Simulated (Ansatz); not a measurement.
The relaxed structure here is a generated cell of Bi2Se3: the first start was made by placing the elements on the sites of a structure type, and the end was not matched to a known phase here, so it may be hypothetical. Known forms of Bi2Se3 include space group No. 166.

A relaxed cell of Bi2Se3 (R32 (No. 155)), relaxed on a k-mesh at least as fine as the one used below. Method: PBE (plane waves to 420 eV, PAW, scalar-relativistic; Ansatz, a first-principles code). Γ-centred k-mesh 4×4×4 on the run's cell (coarser than for final values), Fermi–Dirac smearing 0.05 eV.

```yaml
crystal:
  lattice:
    - [3.70927, 2.14155, 3.59995]
    - [-3.70927, 2.14155, 3.59995]
    - [0.00000, -4.28310, 3.59995]
  atoms:
    - { symbol: Se, position: [0.20849, 0.79151, 0.50000] }
    - { symbol: Se, position: [0.50000, 0.20849, 0.79151] }
    - { symbol: Se, position: [0.79151, 0.50000, 0.20849] }
    - { symbol: Bi, position: [0.32671, 0.32671, 0.32671] }
    - { symbol: Bi, position: [0.67329, 0.67329, 0.67329] }
```

The atoms are displaced along an unstable phonon of this cell by (Å):

```
atom      ux      uy      uz
----  ------  ------  ------
Se1    0.000   0.125   0.084
Se2   -0.108  -0.062   0.084
Se3    0.108  -0.062   0.084
Bi4    0.000   0.000  -0.047
Bi5    0.000   0.000  -0.047
```

**Question.** What forces (eV/Å) and pressure result?

**Answer.** 
```json
[
 {"atom": "Se1", "Fx": "-0.03", "Fy": "0.06", "Fz": "0.01"},
 {"atom": "Se2", "Fx": "-0.04", "Fy": "-0.06", "Fz": "0.01"},
 {"atom": "Se3", "Fx": "0.07", "Fy": "0.00", "Fz": "0.01"},
 {"atom": "Bi4", "Fx": "0.00", "Fy": "0.00", "Fz": "-0.16"},
 {"atom": "Bi5", "Fx": "0.00", "Fy": "0.00", "Fz": "0.12"}
]
```

Pressure +0.5 GPa.

**Question.** Estimate the energy cost of the displacement in the harmonic approximation and compare with the calculation.

**Answer.** For a harmonic well ΔE = −½ Σ F·u = -0.014 eV a cell, or -3 meV/atom. The calculated energy relative to the undisplaced cell is -9 meV/atom, so anharmonic terms matter at this amplitude.

The undisplaced cell is probably no minimum: from this displacement the run went on to R3 (No. 146), 27 meV/atom below it.

No spin polarisation in the result.
